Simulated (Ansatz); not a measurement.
Here is the system:

Ge:
Space group Fmmm (No. 69); a = 5.1867 Å, b = 5.7039 Å, c = 9.9509 Å, α = β = γ = 90.00°

| atom | site | symmetry | x | y | z |
|---|---|---|---|---|---|
| Ge | 8i | mm2 | 0.0000 | 0.0000 | 0.2217 |
| Ge | 8h | m2m | 0.0000 | 0.2733 | 0.0000 |
(The calculation used a cell of 4 atoms; values per cell refer to that cell.)

This is the PBEsol-relaxed structure.

Q: All from PBEsol (plane waves, PAW; program Ansatz), unless another level is named. Give the bulk modulus (Birch–Murnaghan fit).

A: 77.4 GPa.

Q: What about the highest zone-centre frequency?

A: 200 cm⁻¹.

The workflow started from a Materials Project entry (that database holds measured and hypothetical structures alike); the Crystallography Open Database copy checked does not list it. It is not the phase usual at ambient conditions (space group No. 227). The PBEsol relaxation kept the symmetry of its start; phonons show weakly imaginary modes. As this level gives no gap, phonon frequencies hold no LO–TO term and depend on the k-mesh and smearing (Fermi–Dirac, 0.1 eV here). On the denser mesh and wider smearing of the elastic run this cell carries a stress of 0.6 GPa.

Potentials: the later of the program's two PAW sets.
